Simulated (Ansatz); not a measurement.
Input:

Bi$_{2}$Te$_{3}$:
```cif
data_Bi2Te3
_chemical_formula_sum 'Bi2 Te3'
_space_group_name_H-M_alt 'P 1'
_space_group_IT_number 1
_cell_length_a 4.40859
_cell_length_b 4.40859
_cell_length_c 11.01582
_cell_angle_alpha 90.000
_cell_angle_beta 90.000
_cell_angle_gamma 120.000
loop_
_space_group_symop_operation_xyz
  'x, y, z'
loop_
_atom_site_label
_atom_site_type_symbol
_atom_site_fract_x
_atom_site_fract_y
_atom_site_fract_z
_atom_site_occupancy
Bi1 Bi 0.33333 0.66667 0.18678 1
Bi2 Bi 0.66667 0.33333 0.81322 1
Te1 Te 0.00000 0.00000 0.00000 1
Te2 Te 0.33333 0.66667 0.65782 1
Te3 Te 0.66667 0.33333 0.34218 1
```

This is the r²SCAN-relaxed structure.

**Question.** All from plane-wave PAW r²SCAN (Ansatz code), unless another level is named. Estimate the band gap.

**Answer.** 1.01 eV (smallest direct gap 1.02 eV).

**Question.** Give the electron effective mass.

**Answer.** 0.099, 0.099, 0.90 mₑ (principal values).

**Question.** What about the HSE06 gap on the r²SCAN cell?

**Answer.** 1.17 eV.

**Question.** Predict the formation energy from the elements (no fitted shifts).

**Answer.** -0.27 eV/atom.

**Question.** Give the conduction-band minimum.

**Answer.** at Γ.

**Question.** And the weight of the valence-edge state by species (Voronoi cells)?

**Answer.** Te 85 %, Bi 15 %.

Space group P-3m1 (La2O3 or Ni2Al3 type). The cell is a constructed one: a structure type filled with these elements; neither database checked (COD, Materials Project) lists it. It is not the phase usual at ambient conditions (space group No. 166). The cell was relaxed with r²SCAN under the symmetry of its start; whether a distortion lowers the energy is not shown. The references are the lowest solids computed at this level, not always the standard phases. Spin–orbit coupling is left out wherever it is not named.

Potentials: the earlier of the program's two PAW sets.
